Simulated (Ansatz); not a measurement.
**PtP (zincblende structure)**

Computed with Ansatz (plane waves, PAW, 420 eV cutoff): PBEsol, scalar-relativistic, no spin polarisation, Γ-centred 12×12×12 mesh, 0.05 eV Gaussian smearing. The datasets are Ansatz's generated set soft_2.

```
CELL_PARAMETERS angstrom
0.00000 2.65129 2.65129
2.65129 0.00000 2.65129
2.65129 2.65129 0.00000
ATOMIC_POSITIONS crystal
Pt 0.00000 0.00000 0.00000
P 0.25000 0.25000 0.25000
```

The start was a prototype's sites filled with these elements, not a measured cell.

```json
{"Space group": "F-43m (No. 216)", "Volume": "18.64 Å³/atom", "Band gap": "zero (metallic)", "Density of states at the Fermi level": "0.66 states/(eV·atom)", "Formation energy from the elements (0 K, uncorrected)": "-0.32 eV/atom", "Bulk modulus (Birch–Murnaghan)": "152 GPa", "Pressure derivative B0′": "4.8"}
```

The calculation's cell holds 23 valence electrons, an odd number. Without magnetic order each band takes two, so one stays part-filled and the crystal must be a metal. (Only strong correlation, outside this picture, could make a Mott insulator of it.)

Spin–orbit coupling, which matters for such heavy elements, is left out. Spin polarisation wasn't tried.
